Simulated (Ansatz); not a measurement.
Here is the system:

WOF₄:
```cif
data_F8O2W2
_chemical_formula_sum 'W2 O2 F8'
_space_group_name_H-M_alt 'I4'
_space_group_IT_number 79
_space_group_name_Hall 'I 4'
_cell_length_a 6.27136
_cell_length_b 6.27136
_cell_length_c 3.87870
_cell_angle_alpha 90.000
_cell_angle_beta 90.000
_cell_angle_gamma 90.000
loop_
_atom_site_label
_atom_site_type_symbol
_atom_site_symmetry_multiplicity
_atom_site_Wyckoff_symbol
_atom_site_fract_x
_atom_site_fract_y
_atom_site_fract_z
_atom_site_occupancy
W1 W 2 a 0.00000 0.00000 0.99825 1
O1 O 2 a 0.00000 0.00000 0.44460 1
F1 F 8 c 0.41215 0.22431 0.42406 1
```
(The calculation used a cell of 6 atoms; values per cell refer to that cell.)

This is the LDA-relaxed structure.

Q: All from the program Ansatz at the LDA level (PAW), unless another level is named. Predict the gap with spin–orbit coupling.

A: 4.35 eV.

Q: Predict the HSE06 gap on the LDA cell.

A: 6.23 eV.

Q: Give the conduction-band minimum.

A: at M.

The workflow started from a Materials Project entry (that database holds measured and hypothetical structures alike); the Crystallography Open Database copy checked does not list it. Whether it is the stable phase at ambient conditions was not checked. The cell was relaxed with LDA under the symmetry of its start; whether a distortion lowers the energy is not shown. No spin polarisation was allowed. No Hubbard U is applied. A crystal of weakly bound chains computed without a dispersion correction: the cell and the soft elastic constants depend strongly on that. Spin–orbit coupling is left out wherever it is not named.

Potentials: the later of the program's two PAW sets.
